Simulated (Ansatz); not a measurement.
Steps from a short run of molecular dynamics on a 1×1×1 supercell (4 atoms) of Si3C (ordering on diamond), relaxed with r2SCAN; forces from PBEsol in Ansatz, 4×4×4 mesh, Fermi-Dirac smearing of 0.052 eV, constant energy and volume (NVE), started at 600 K. Spin polarisation is off, nuclei are classical, and the run is far too short for thermal averages. The structure comes from a prototype and may be hypothetical.

Cell vectors in Å:
```
 1.6986  0.9807  5.8709
-1.6986  0.9807  5.8709
 0.0000 -1.9614  5.8709
```

Question: At 4 fs positions (Å), velocities (Å/fs) and forces (eV/Å) are
```
C   1.6757  0.9844  5.9007   -0.0056  0.0009  0.0112    0.0740 -0.0469 -0.6900
Si  0.0223  0.0009  8.7434    0.0055  0.0002 -0.0011   -0.2458 -0.0391 -0.3481
Si -0.0185 -0.0004  6.3874   -0.0046 -0.0001 -0.0053   -0.0234  0.0399  0.1805
Si  0.0060 -0.0021 15.6892    0.0016 -0.0005  0.0017    0.1952  0.0461  0.8576
```
Where are the atoms one step (2 fs) later, and what forces do they feel?

Answer:
```
C   1.6646  0.9861  5.9220    0.1115 -0.0699 -1.0243
Si  0.0331  0.0013  8.7409   -0.3542 -0.0528 -0.3017
Si -0.0278 -0.0005  6.3769   -0.0346  0.0595  0.4435
Si  0.0093 -0.0030 15.6931    0.2773  0.0631  0.8826
```
The temperature goes from 579.0 to 526.3 K.

Question: At 20 fs positions (Å), velocities (Å/fs) and forces (eV/Å) are
```
C   1.6006  0.9893  5.9497   -0.0036 -0.0003 -0.0063    0.1380 -0.0760 -1.2407
Si  0.0897  0.0014  8.7186    0.0027 -0.0002 -0.0012   -0.5440 -0.0642  0.3905
Si -0.0945  0.0016  6.3332   -0.0048  0.0004 -0.0005    0.0227  0.0655  1.1377
Si  0.0467 -0.0067 15.7471    0.0037 -0.0001  0.0045    0.3833  0.0747 -0.2875
```
Where are the atoms one step (2 fs) later, and what forces do they feel?

Answer:
```
C   1.5936  0.9885  5.9352    0.1020 -0.0524 -0.9622
Si  0.0947  0.0011  8.7164   -0.4965 -0.0598  0.4783
Si -0.1041  0.0024  6.3330    0.0533  0.0457  1.0813
Si  0.0543 -0.0068 15.7558    0.3412  0.0666 -0.5974
```
The temperature goes from 330.9 to 356.0 K.

Question: At 24 fs the positions in Å are
```
C    1.587   0.988   5.918
Si   0.099   0.001   8.715
Si  -0.114   0.003   6.334
Si   0.062  -0.007  15.764
```
What are the forces, and how far does the free energy (smearing included) lie above that of step 0, with the atoms on their sites?

Answer: 22.0 meV an atom; forces in eV/Å:
```
C    0.059  -0.026  -0.604
Si  -0.440  -0.054   0.547
Si   0.086   0.024   0.993
Si   0.294   0.057  -0.937
```

Question: At 48 fs positions (Å), velocities (Å/fs) and forces (eV/Å) are
```
C   1.5005  0.9867  5.8505   -0.0029  0.0007  0.0055    0.3320  0.0592  0.0105
Si  0.1304 -0.0067  8.7448    0.0017 -0.0002  0.0013    0.3116  0.0567 -0.5698
Si -0.2087  0.0089  6.4038   -0.0029 -0.0001  0.0030    0.2714 -0.0812 -0.2431
Si  0.1630 -0.0047 15.6928    0.0024  0.0000 -0.0067   -0.9149 -0.0348  0.8024
```
Where are the atoms one step (2 fs) later, and what forces do they feel?

Answer:
```
C   1.4952  0.9883  5.8615    0.3782  0.0372 -0.2397
Si  0.1341 -0.0071  8.7471    0.3024  0.0529 -0.6738
Si -0.2144  0.0086  6.4097    0.2795 -0.0665 -0.2667
Si  0.1673 -0.0048 15.6800   -0.9600 -0.0236  1.1802
```
The temperature goes from 337.8 to 278.7 K.

Question: At 52 fs positions (Å), velocities (Å/fs) and forces (eV/Å) are
```
C   1.4912  0.9900  5.8717   -0.0017  0.0009  0.0048    0.4037  0.0124 -0.4379
Si  0.1382 -0.0074  8.7484    0.0021 -0.0001  0.0004    0.2688  0.0459 -0.7475
Si -0.2197  0.0082  6.4152   -0.0026 -0.0002  0.0026    0.2940 -0.0485 -0.2915
Si  0.1702 -0.0048 15.6688    0.0011  0.0000 -0.0051   -0.9666 -0.0098  1.4769
```
Where are the atoms one step (2 fs) later, and what forces do they feel?

Answer:
```
C   1.4884  0.9917  5.8805    0.4090 -0.0132 -0.5848
Si  0.1427 -0.0076  8.7488    0.2147  0.0370 -0.7920
Si -0.2246  0.0078  6.4202    0.3158 -0.0286 -0.3224
Si  0.1718 -0.0049 15.6596   -0.9395  0.0049  1.6992
```
The temperature goes from 213.4 to 152.1 K.

Question: At 56 fs the positions in Å are
```
C    1.487   0.993   5.887
Si   0.147  -0.008   8.748
Si  -0.229   0.007   6.425
Si   0.172  -0.005  15.653
```
What are the forces, and how far does the free energy (smearing included) lie above that of step 0, with the atoms on their sites?

Answer: 48.5 meV an atom; forces in eV/Å:
```
C    0.396  -0.038  -0.684
Si   0.144   0.028  -0.807
Si   0.345  -0.009  -0.362
Si  -0.884   0.019   1.853
```
